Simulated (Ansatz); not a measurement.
In2O3:
```
In2O3
1.0
    2.75434     1.59022     4.85448
   -2.75434     1.59022     4.85448
    0.00000    -3.18044     4.85448
In O
4 6
Direct
  0.14293   0.14293   0.14293
  0.85707   0.85707   0.85707
  0.35707   0.35707   0.35707
  0.64293   0.64293   0.64293
  0.54659   0.25000   0.95341
  0.45341   0.75000   0.04659
  0.95341   0.54659   0.25000
  0.04659   0.45341   0.75000
  0.25000   0.95341   0.54659
  0.75000   0.04659   0.45341
```

Relaxed with r²SCAN.

Task: Give the optical modes at the zone centre with their infrared and Raman activity from DFPT, DFT-r²SCAN in the program Ansatz with PAW potentials.

Result: Transverse frequencies, without the LO–TO term; a row sums one degenerate level.

| ω (cm⁻¹) | degeneracy | IR ((D/Å)²/amu) | Raman (Å⁴/amu) | activity | symmetry |
|---|---|---|---|---|---|
| 128 | 1 | 0.00 | 0 | silent | A2g |
| 163 | 1 | 0.00 | 11 | Raman | A1g |
| 170 | 2 | 0.00 | 0 | silent | Eu |
| 176 | 2 | 0.00 | 0.59 | Raman | Eg |
| 219 | 2 | 0.00 | 2.0 | Raman | Eg |
| 239 | 1 | 0.00 | 0 | silent | A1u |
| 261 | 1 | 34.64 | 0 | IR | A2u |
| 270 | 2 | 0.00 | 4.8 | Raman | Eg |
| 295 | 2 | 32.42 | 0 | IR | Eu |
| 378 | 2 | 0.00 | 17 | Raman | Eg |
| 381 | 1 | 0.00 | 0 | silent | A2g |
| 425 | 2 | 73.10 | 0 | IR | Eu |
| 480 | 2 | 3.06 | 0 | IR | Eu |
| 484 | 1 | 17.80 | 0 | IR | A2u |
| 497 | 1 | 0.00 | 22 | Raman | A1g |
| 551 | 1 | 0.00 | 0 | silent | A1u |
| 581 | 2 | 0.00 | 10 | Raman | Eg |
| 610 | 1 | 0.00 | 0 | silent | A2g |

Task: How high does the top mode go among those that the LO–TO term moves?

Result: 602 cm⁻¹ for q along x, 602 cm⁻¹ for q along y, 601 cm⁻¹ for q along z.

Space group R-3c (corundum). The first step of the workflow began from a Materials Project structure, measured or hypothetical; the Crystallography Open Database files this formula in space group No. 167, but the cells were not matched. It is not the phase usual at ambient conditions (space group No. 206). Symmetry was held in the r²SCAN relaxation; its stability against distortions is not shown here.

Potentials: the earlier of the program's two PAW sets.
